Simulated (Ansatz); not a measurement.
CaO:
```xyz
2
Lattice="0.0000 2.3975 2.3975 2.3975 0.0000 2.3975 2.3975 2.3975 0.0000" Properties=species:S:1:pos:R:3 pbc="T T T"
Ca     0.0000     0.0000     0.0000
O      2.3975     2.3975     2.3975
```

x, y and z are the axes in which the lattice vectors are written.

Task: Give the high-frequency dielectric tensor and the Born effective charge tensors of the independent atoms from DFPT, the program Ansatz at the r²SCAN level (PAW).

Result: 
ε∞:
```
3.52  0.00  0.00
0.00  3.52  0.00
0.00  0.00  3.52
```
Z* of atom 1 (Ca), rows: field, columns: displacement, in e:
```
2.33  0.00  0.00
0.00  2.33  0.00
0.00  0.00  2.33
```
Z* of atom 2 (O), rows: field, columns: displacement, in e:
```
-2.33   0.00   0.00
 0.00  -2.33   0.00
 0.00   0.00  -2.33
```

Static charges for comparison (Bader): Ca1 +1.52, O2 -1.52 e. Born charges measure polarisation by displacement and can exceed these by far.

Space group Fm-3m (rock salt). The r²SCAN relaxation kept the symmetry of its start.

Potentials: the later of the program's two PAW sets.
